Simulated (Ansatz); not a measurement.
Cu (fcc (Cu type), space group No. 225) at seven volumes, DFT-r²SCAN in the program Ansatz with PAW potentials, scaled uniformly. One row is withheld.

| V (Å³/atom) | P (GPa) |
|---|---|
| 10.409 | 19.50 |
| 10.752 | 11.79 |
| 11.095 | 5.36 |
| 11.439 | 0.00 |
| 11.782 | -4.47 |
| 12.125 | -8.18 |
| 12.468 | ? |

Q: Fit the shown pressures and predict the withheld one.

A: P = (3/2)B₀(x^(7/2) − x^(5/2))[1 + (3/4)(B′ − 4)(x − 1)] with x = (V₀/V)^(2/3). Least squares on the six rows gives V₀ = 11.439 Å³/atom, B₀ = 163 GPa, B′ = 5.06. At V = 12.468, x = 0.9442 and P = -11.30 GPa. The run itself gave -11.26 GPa.

Space group Fm-3m (fcc (Cu type)). The cell was relaxed with r²SCAN under the symmetry of its start. No spin polarisation was allowed.

Potentials: the later of the program's two PAW sets.
